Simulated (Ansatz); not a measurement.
Theory: DFT PBE, scalar-relativistic, plane waves, PAW in Ansatz. All cells share a 420 eV cutoff and Γ-centred k meshes spaced at most about 0.3 Å⁻¹ (2π included). No spin polarisation in the final relaxations.

All energies are static (0 K, no zero-point motion). All come from trial cells, and lower structures may exist.

Question: Order these relaxed structures of KBeCl3 by energy, lowest first, with the energy over the lowest of them.
A.

```xyz
10
Lattice="5.0726 0.0000 0.0000 0.0000 8.9959 0.0000 -0.1577 0.0000 7.0669" Properties=species:S:1:pos:R:3 pbc="T T T"
K     3.0715    5.3529    5.9192
K     1.8434    0.8549    1.1478
Be    1.0690    5.3898    2.1559
Be    3.8459    0.8919    4.9110
Cl    0.5330    5.5354    3.9951
Cl    4.3820    1.0374    3.0719
Cl    2.3300    4.0320    1.6262
Cl    4.4196    2.1690    6.2446
Cl    0.4953    6.6670    0.8223
Cl    2.5849    8.5299    5.4408
```

B.

```xyz
10
Lattice="6.6262 0.0000 0.0000 0.0000 6.6262 0.0000 0.0000 0.0000 4.6842" Properties=species:S:1:pos:R:3 pbc="T T T"
K     0.0000    3.3131    2.3421
K     3.3131    0.0000    2.3421
Be    3.3131    3.3131    0.0000
Be    0.0000    0.0000    0.0000
Cl    4.9887    1.6756    0.0000
Cl    4.9506    4.9887    0.0000
Cl    3.3131    3.3131    2.3421
Cl    1.6375    4.9506    0.0000
Cl    1.6756    1.6375    0.0000
Cl    0.0000    0.0000    2.3421
```

Answer: A (0 meV/atom), B (295 meV/atom). Forms: A P2_1; B P4/mbm. Counting Cl atoms around Be and K (those within 1.25 times the shortest such distance or 1.15 times the sum of covalent radii, 1.27 where that leaves under three; the shortest distance is added where it exceeds 1.18 times the sum of covalent radii): A has K 7, Be 3; B has K 12, Be 6 from 2.3 Å.

Cells relaxed within their symmetry can be saddle points. The P2_1 cell of KBeCl3 came from shaking the P4/mbm one. Some candidate types were left out of the draw beforehand, so a known form may be missing.
